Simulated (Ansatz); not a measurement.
TaTe$_{4}$I:
```
CELL_PARAMETERS angstrom
     -6.74546     0.00000     0.00000
      1.86999     3.78426    -7.56110
      1.51654    -7.82704     0.00000
ATOMIC_POSITIONS crystal
  Ta 0.24950 0.99908 0.00110
  Ta 0.75050 0.00092 0.99890
  Te 0.88020 0.82888 0.67307
  Te 0.11980 0.17112 0.32693
  Te 0.96999 0.79728 0.12392
  Te 0.03001 0.20272 0.87608
  Te 0.61604 0.30557 0.14353
  Te 0.38396 0.69443 0.85647
  Te 0.46220 0.07458 0.75044
  Te 0.53780 0.92542 0.24956
  I  0.75146 0.42827 0.59959
  I  0.24854 0.57173 0.40041
```

Relaxed with r²SCAN+D4.

**Question.** Give the Bader charges and basin volumes of the independent atoms, plane-wave PAW r²SCAN+D4 (Ansatz code).

**Answer.** 

```json
[
 {"atom": "Ta1", "Bader charge (e)": "+1.35", "Bader volume (Å³)": "14.8"},
 {"atom": "Te3", "Bader charge (e)": "-0.16", "Bader volume (Å³)": "34.0"},
 {"atom": "Te5", "Bader charge (e)": "-0.31", "Bader volume (Å³)": "37.0"},
 {"atom": "Te7", "Bader charge (e)": "-0.17", "Bader volume (Å³)": "36.0"},
 {"atom": "Te9", "Bader charge (e)": "-0.30", "Bader volume (Å³)": "35.0"},
 {"atom": "I11", "Bader charge (e)": "-0.42", "Bader volume (Å³)": "42.8"}
]
```

Space group P-1. The first step of the workflow began from a Materials Project structure, measured or hypothetical; the Crystallography Open Database copy checked does not list it. Entries of such low symmetry are often ordered models of mixed-site phases. Its standing as an ambient phase is unchecked. Symmetry was held in the r²SCAN+D4 relaxation; whether a distortion lowers the energy is not shown. The run is not spin-polarised. Spin–orbit coupling is left out wherever it is not named.

Potentials: the later of the program's two PAW sets.
